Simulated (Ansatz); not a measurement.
According to DFT-r²SCAN in the program Ansatz with PAW potentials, Si in the tetragonal phase (P4_32_12; Si on 4a, Si on 8b) relaxes to a = 5.671 Å, c = 6.849 Å.

The Kohn–Sham gap is 1.42 eV (indirect). The screened hybrid HSE06 puts the gap at 1.71 eV. The hole mass is 0.23, 0.68, 1.8 mₑ (principal values).

The bulk modulus is 81.6 GPa. The relaxed-ion elastic constants in GPa are C11 = 210, C12 = 31.5, C13 = 39.5, C33 = 128, C44 = 71.9, C66 = 58.2. The elastic constants imply a Debye temperature near 645 K.

The start of the workflow was typed in or built on a structure type; neither database checked (COD, Materials Project) lists it. It is not the phase usual at ambient conditions (space group No. 227). The cell was relaxed with r²SCAN under the symmetry of its start; whether a distortion lowers the energy is not shown.

Potentials: the earlier of the program's two PAW sets.
